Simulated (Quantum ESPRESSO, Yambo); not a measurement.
# G0W0 results for BaS

Space group Fm-3m (No. 225); a = b = c = 6.329 Å, α = β = γ = 90.00°

```tsv
atom	site	symmetry	x	y	z
S	4b	m-3m	0.5000	0.5000	0.5000
Ba	4a	m-3m	0.0000	0.0000	0.0000
```
(The calculation used a cell of 2 atoms; values per cell refer to that cell.)

Cell and atoms were relaxed with PBEsol from Materials Project entry mp-1500, within its symmetry.

Starting point: PBEsol (pw.x of Quantum ESPRESSO, ONCV potentials, no spin-orbit coupling). G0W0 in Yambo: 4×4×4 Γ-centred k mesh, 148 bands and a 10 Ry block in the screening, 148 bands in G with the Bruneval-Gonze terminator, plasmon pole fitted at 27.2 eV.

```yaml
PBEsol gap along the band path: 2.04 eV
PBEsol gap between the mesh's edge points (Γ → X): 2.04 eV
G0W0 gap between the same points: 3.56 eV
PBEsol smallest direct gap on the mesh (at X): 2.13 eV
G0W0 direct gap at that point: 3.68 eV
```

| k point | band | E PBEsol (eV) | E QP (eV) | shift (eV) | Z |
|---|---|---|---|---|---|
| Γ | VB | 0.00 | -1.20 | -1.20 | 0.79 |
| Γ | CB | 3.63 | 3.92 | 0.29 | 0.83 |
| L | VB | -1.08 | -2.32 | -1.24 | 0.79 |
| L | CB | 5.46 | 5.91 | 0.45 | 0.82 |
| X | VB | -0.09 | -1.32 | -1.23 | 0.79 |
| X | CB | 2.04 | 2.36 | 0.32 | 0.83 |
| W | VB | -0.42 | -1.67 | -1.25 | 0.79 |
| W | CB | 4.22 | 4.64 | 0.41 | 0.82 |

Energies count from the PBEsol valence-band maximum.

Nearest settings tried, and what they do to the gap: 92 bands in G: -0 meV; 63 bands in W: -60 meV; 8 Ry block (181 vectors against 283): -48 meV. Not varied: mesh. So the settings aren't converged at that level.
